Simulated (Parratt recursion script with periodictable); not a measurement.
## How thick is the Ta film? Neutron reflectivity on SrTiO3

| layer, from the top | thickness (Å) | density (g/cm³) | rms roughness of its top face (Å) | ρ (10⁻⁶ Å⁻²) | ρ″ (10⁻⁶ Å⁻²) |
|---|---|---|---|---|---|
| Ta | ? | 13.258 | 5.7 | 3.049 | 0.002528 |
| SrTiO3 (substrate) | – | 5.086 | 3.1 | 3.516 | 3.421 × 10⁻⁴ |

ρ and ρ″ are the real and imaginary parts of the scattering length density. Vacuum lies above.

Densities are inputs, not measurements. They were set from computed cells of the Materials Project: Ta from entry mp-50 (Im-3m, 16.573 g/cm³, taken at 80 %); SrTiO3 from entry mp-5229 (Pm-3m, 5.086 g/cm³). A layer's crystal structure does not enter its constants, only its composition and density.

Model: specular neutron reflectivity, Parratt recursion, Névot-Croce roughness, natural isotopes, no magnetic scattering. Program: Parratt recursion script with periodictable 1.7.1.

Neutron wavelength 4.1 Å. Q is scanned from 0.004 to 0.3 Å⁻¹ in 600 evenly spaced points, and the curve is smoothed with a Gaussian of 0.001 Å⁻¹ full width. A minimum is a scan point below both neighbours, placed by a parabola through ln R at the three points.

All minima between 0.015 and 0.115 Å⁻¹: Q = 0.0209, 0.0298, 0.0394, 0.0493, 0.0594, 0.0696, 0.0799, 0.0902, 0.1005, 0.1109 Å⁻¹.

Problem. Find the film thickness d from the minima.

Solution. For consecutive orders m, Q² = 16πρ + (2πm/d)², so u = (Q² − 16πρ)^½ rises by 2π/d from one minimum to the next. The film has 16πρ = 153.3 × 10⁻⁶ Å⁻², and u is 0.0168, 0.0271, 0.0374, 0.0477, 0.0581, 0.0685, 0.0789, 0.0893, 0.0997, 0.1102 Å⁻¹. A straight line through u against the count of the minimum has slope 0.01038 Å⁻¹, so d = 2π/slope = 605.3 Å.

The run used d = 600 Å; the estimate misses by 5.3 Å. The spacing of the first two listed minima alone, with ρ left out, gives 2π/ΔQ = 706.0 Å, 17.7 % too high.
